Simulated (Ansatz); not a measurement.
Consider the following.

TaSe₃:
```
CELL_PARAMETERS angstrom
      9.74838     0.00000     0.00000
      0.00000     3.43140     0.00000
     -2.90669     0.00000     9.88308
ATOMIC_POSITIONS crystal
  Ta 0.04857 0.25000 0.32739
  Ta 0.95143 0.75000 0.67261
  Ta 0.37457 0.25000 0.80601
  Ta 0.62543 0.75000 0.19399
  Se 0.12089 0.25000 0.60087
  Se 0.87911 0.75000 0.39913
  Se 0.73987 0.25000 0.61662
  Se 0.26013 0.75000 0.38338
  Se 0.57740 0.75000 0.91593
  Se 0.42260 0.25000 0.08407
  Se 0.20058 0.75000 0.86987
  Se 0.79942 0.25000 0.13013
  Se 0.07701 0.75000 0.14893
  Se 0.92299 0.25000 0.85107
  Se 0.42362 0.75000 0.63439
  Se 0.57638 0.25000 0.36561
```

This is the LDA-relaxed structure.

### Question
All from DFT-LDA in the program Ansatz with PAW potentials, unless another level is named. Estimate the electronic character.

### Answer
metallic (no gap).

### Question
Predict the formation energy from the elements (no fitted shifts).

### Answer
-705 meV/atom.

### Question
Next, the density of states at the Fermi level?

### Answer
0.17 states/eV per atom (mean over ±0.08 eV).

Space group P2_1/m. The first step of the workflow began from a Materials Project structure, measured or hypothetical; the Crystallography Open Database copy checked does not list it. Its standing as an ambient phase is unchecked. The LDA relaxation kept the symmetry of its start; whether a distortion lowers the energy is not shown. No spin polarisation was allowed. A crystal of weakly bound layers computed without a dispersion correction: the cell and the soft elastic constants depend strongly on that. The references are the lowest solids computed at this level, not always the standard phases. Scalar-relativistic: spin–orbit coupling is off unless named, which matters more the heavier the elements.

Potentials: the later of the program's two PAW sets.
